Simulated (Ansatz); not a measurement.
## Ansatz 0.2.0, relaxation: K2RuO4

The input file (Ansatz 0.2.0, plane waves):

```yaml
crystal:
  lattice:
    - [0.0, 3.887628, 0.0]
    - [3.887628, 0.0, 0.0]
    - [1.943814, 1.943814, -6.339556]
  atoms:
    - { symbol: K, position: [0.35377, 0.35377, 0.29246] }
    - { symbol: K, position: [0.64623, 0.64623, 0.70754] }
    - { symbol: Ru, position: [0.0, 0.0, 0.0] }
    - { symbol: O, position: [0.5, 0.0, 0.0] }
    - { symbol: O, position: [0.0, 0.5, 0.0] }
    - { symbol: O, position: [0.15331, 0.15331, 0.69338] }
    - { symbol: O, position: [0.84669, 0.84669, 0.30662] }
  symmetry: { tolerance: 0.0003 }
kpoints:
  mp_grid: { grid: [6, 6, 6], shift: [0, 0, 0] }
magnetization:
  spin_polarized: false
scf:
  occupations: { method: fermi_dirac }
  lower_state_search: "off"
hamiltonian:
  pseudopotentials: { kind: paw }
  xc: r2scan
basis:
  ecutwfc: 500
  fft_grid_basis: typed
relax:
  max_steps: 80
  cell: { p_target: 0.0 }
output:
  forces: true
  stress: true
  eigenvalues: true
  bader: true
  populations: true
  elf: true
  write_potential: true
  volumetric_format: npy
  dos:
    e_range: [-12, 8]
    de: 0.05
    projected: { site_lists: { K: [K], O: [O], Ru: [Ru] } }
  write_density: true
checkpoint:
  read: saved_state
```

The command:

```bash
ansatz run input.yaml --threads 2 --pin off --max-ram 3584MiB --backend cpu --events-out ev --progress --plain --runs-dir out
```

Origin of the cell: a known structure type with other elements, at an estimated volume, so it need not be a known compound.

The smearing width isn't typed, so it takes its default of 0.1 eV.

The saved state is a converged single point of the same cell.

Output (shortened):

```
Pseudopotentials: kind: paw
Pseudopotential: K, paw, valence charge 9, recommended cutoff 500 eV (meta_gga), K.paw.azcp
Pseudopotential: Ru, paw, valence charge 16, recommended cutoff 500 eV (meta_gga), Ru.paw.azcp
Pseudopotential: O, paw, valence charge 6, recommended cutoff 500 eV (meta_gga), O.paw.azcp
Functional definition: r2SCAN
  exchange = r2scan_x(k0 = k0, k1 = k1, a1 = a1)
  correlation = r2scan_c
Crystal: 7 atoms, lattice volume = 95.814 Å³
Basis set: ecut = 500 eV, 2415 PW (Γ), exchange–correlation on 120×120×216 points (64 copies of the dense FFT grid, shifted against one another)
Bands: 36, of which v1, the nominal top of the filled ones, is band 29 counted from 1 (28 counted from 0)
Symmetry: 16 space group operations
[… 12 lines left out …]
Initial density: read from a saved state, or passed on in memory by an earlier SCF of this step, an earlier step, the calling program or the single point that the run made first
Functional: x = r2scan, c = r2scan; τ floored in thin density (d = 2e-4 eV/Å³)
SCF iter   1: F=-11248.683301 eV  HF=-11248.668386 eV  Δρ=3.35e-3  dr2=9.34e-3  dr2_τ=9.41e-3
SCF iter   2: F=-11248.691007 eV  HF=-11248.692034 eV  Δρ=1.59e-3  dr2=1.48e-3  dr2_τ=5.08e-4
SCF iter   3: F=-11248.691923 eV  HF=-11248.691940 eV  Δρ=2.56e-4  dr2=4.70e-5  dr2_τ=5.40e-6
SCF iter   4: F=-11248.691955 eV  HF=-11248.691957 eV  Δρ=8.83e-5  dr2=4.55e-6  dr2_τ=5.58e-7
SCF iter   5: F=-11248.691957 eV  HF=-11248.691957 eV  Δρ=2.70e-5  dr2=8.41e-7  dr2_τ=4.82e-8
SCF iter   6: F=-11248.691957 eV  HF=-11248.691957 eV  Δρ=1.56e-5  dr2=2.82e-7  dr2_τ=7.55e-9
SCF iter   7: F=-11248.691957 eV  HF=-11248.691957 eV  Δρ=8.87e-6  dr2=1.09e-7  dr2_τ=2.39e-9
SCF iter   8: F=-11248.691957 eV  HF=-11248.691957 eV  Δρ=2.82e-6  dr2=1.34e-8  dr2_τ=2.17e-10
relax step   1: F+E_penalty+E_count = -11248.691957 eV  Δ(F+E_penalty+E_count) = +0.000e0 eV  max|allowed force component| = 2.370e0 eV/Å  Δτ_max = 0.0000 Å  P = -1.965 GPa  Ω = 95.814 Å³  (8 […]
relax step   2: F+E_penalty+E_count = -11249.031125 eV  Δ(F+E_penalty+E_count) = -3.392e-1 eV  max|allowed force component| = 4.448e-1 eV/Å  Δτ_max = 0.1702 Å  P = -1.278 GPa  Ω = 99.868 Å³ […]
relax step   3: F+E_penalty+E_count = -11249.075077 eV  Δ(F+E_penalty+E_count) = -4.395e-2 eV  max|allowed force component| = 1.154e-1 eV/Å  Δτ_max = 0.0717 Å  P = +0.095 GPa  Ω = 98.762 Å³ […]
relax step   4: F+E_penalty+E_count = -11249.079153 eV  Δ(F+E_penalty+E_count) = -4.076e-3 eV  max|allowed force component| = 2.007e-2 eV/Å  Δτ_max = 0.0232 Å  P = +0.261 GPa  Ω = 99.159 Å³ […]
relax step   5: F+E_penalty+E_count = -11249.079498 eV  Δ(F+E_penalty+E_count) = -3.454e-4 eV  max|allowed force component| = 1.664e-2 eV/Å  Δτ_max = 0.0064 Å  P = -0.015 GPa  Ω = 99.579 Å³ […]
relax step   6: F+E_penalty+E_count = -11249.079508 eV  Δ(F+E_penalty+E_count) = -9.367e-6 eV  max|allowed force component| = 2.806e-3 eV/Å  Δτ_max = 0.0007 Å  P = +0.011 GPa  Ω = 99.602 Å³ […]
relax step   7: F+E_penalty+E_count = -11249.081176 eV  Δ(F+E_penalty+E_count) = -1.669e-3 eV  max|allowed force component| = 1.568e-3 eV/Å  Δτ_max = 0.0000 Å  P = +0.014 GPa  Ω = 99.602 Å³  stress off target by 1.82e-2 GPa […]
SCF 7 converged in 8 iterations: F = -11249.081176 eV  dr2 = 8.25e-12
basis re-selected at this cell: Δ(F+E_penalty+E_count) = -1.669e-3 eV, ΔP = +0.003 GPa vs the last step (what re-selecting the basis moved, of the pressure what is left beyond the Pulay corre […]
SCF converged after 8 iterations
Free energy (F): -11249.081176 eV
Harris-Foulkes:  -11249.081176 eV  (|F-HF|=9.09e-12)
Internal energy: -11248.883058 eV  (E = F + TS)
E sigma→0 (E₀):  -11248.982117 eV
Entropy (-TS):   -0.198119 eV (-28.303 meV/atom)
Fermi energy:    7.588443 eV
--- Per-component energies (eV) ---
  E_band       = -514.920035
  E_kinetic    = 1719.071643
  E_local      = -5438.498094  (includes V_loc(G=0)·N_el)
  E_nonlocal   = 553.728372
  E_hartree    = 2030.683171
  E_xc         = -743.644669
  E_vxc        = -1059.056264  (∫ρ·V_xc dr)
  E_paw        = -5690.086165  (= ΣΔE_a)
  E_vpaw       = -419.476365  (= ΣTr[D̂ρ^β])
  E_aug_tail   = 0.004265  (compensation charges beyond the density's cutoff)
  E_vtau       = 67.940223  (kinetic-family band-sum trace: ∫τ·v_τ [+ j·A + Jᵃ·Aᵃ] dr)
  E_ewald      = -3679.310491
  E_core_change = -0.831089  (= ΣΔE_core)
  E_smearing   = -0.198119  (= −TS)
  Σ components = -11249.081176   (vs F -11249.081176, Δ=0.00e0)
--- Forces (eV/Å), atoms counted from 1 ---
  atom   1  K     -0.000000    -0.000000    -0.000404
  atom   2  K      0.000000     0.000000     0.000404
  atom   3  Ru    -0.000000     0.000000     0.000000
  atom   4  O      0.000000     0.000000     0.000000
  atom   5  O      0.000000     0.000000     0.000000
  atom   6  O      0.000000     0.000000     0.001568
  atom   7  O     -0.000000    -0.000000    -0.001568
  max |Σ_I F_I| component: 0.0 eV/Å
--- Stress (GPa, compression-positive) ---
        0.018247      -0.000000      -0.000000
       -0.000000       0.018247      -0.000000
       -0.000000      -0.000000       0.004703
  P = ⅓ Tr σ = 0.0137 GPa (0.137 kbar)
--- Relaxed structure (6 steps of the walk, 6 accepted, 1 SCFs on fresh bases) ---
  F+E_penalty+E_count = -11249.081176 eV   max|allowed force component| = 1.568e-3 eV/Å   (the final SCF, on the basis selected at the relaxed cell)
  cell:  # Å, volume = 99.6023 Å³
    - [0.0, 3.875419, 0.0]
    - [3.875419, 0.0, 0.0]
    - [1.937709, 1.937709, -6.631813]
  atoms:
    - { symbol: K, position: [0.348404, 0.348404, 0.303191] }
    - { symbol: K, position: [0.651596, 0.651596, 0.696809] }
    - { symbol: Ru, position: [0.0, 0.0, -1.074e-19] }
    - { symbol: O, position: [0.5, 0.0, -1.074e-19] }
    - { symbol: O, position: [0.0, 0.5, -1.074e-19] }
    - { symbol: O, position: [0.139578, 0.139578, 0.720844] }
    - { symbol: O, position: [0.860422, 0.860422, 0.279156] }
--- Löwdin populations: 7 sites ---
  site symbol       q [e]
     0      K      8.1721
     1      K      8.1721
     2     Ru     14.4101
     3      O      6.7071
     4      O      6.7071
     5      O      6.7670
     6      O      6.7670
  spilling = 0.005129 (of n_electrons = 58.000000)
--- Bader charges: 7 sites ---
  site symbol  charge [e]  shift [e]
     0      K      0.8522     0.0000
     1      K      0.8522     0.0000
     2     Ru      2.2323     0.0066
     3      O     -0.9853     0.0012
     4      O     -0.9853     0.0012
     5      O     -0.9831     0.0022
     6      O     -0.9831     0.0022
  estimated error of the sums over rays = 3.5e-4 e
```

The starting structure.

Space group I4/mmm (No. 139); the run's cell has a = 3.888 Å, b = 3.888 Å, c = 6.910 Å, α = 73.66°, β = 73.66°, γ = 90.00°. Shortest distances: O–Ru 1.94 Å, K–O 2.54 Å, O–O 2.75 Å, K–Ru 3.32 Å.

After:

Space group I4/mmm (No. 139); the run's cell has a = 3.875 Å, b = 3.875 Å, c = 7.176 Å, α = 74.33°, β = 74.33°, γ = 90.00°. Shortest distances: O–Ru 1.85 Å, O–O 2.68 Å, K–O 2.74 Å, K–Ru 3.40 Å.

```
Free energy lowered by  : 55.6 meV/atom
Volume change           : 3.95 %
Final pressure          : 0.01 GPa
Relaxation steps listed : 7
```

Caveats: no moments, though an odd count or open d shells may carry them; the relaxation held the start's symmetry, so the end may be a saddle point.

The run took 90 s of wall time on 2 CPU thread(s) of a shared host, from a saved density.
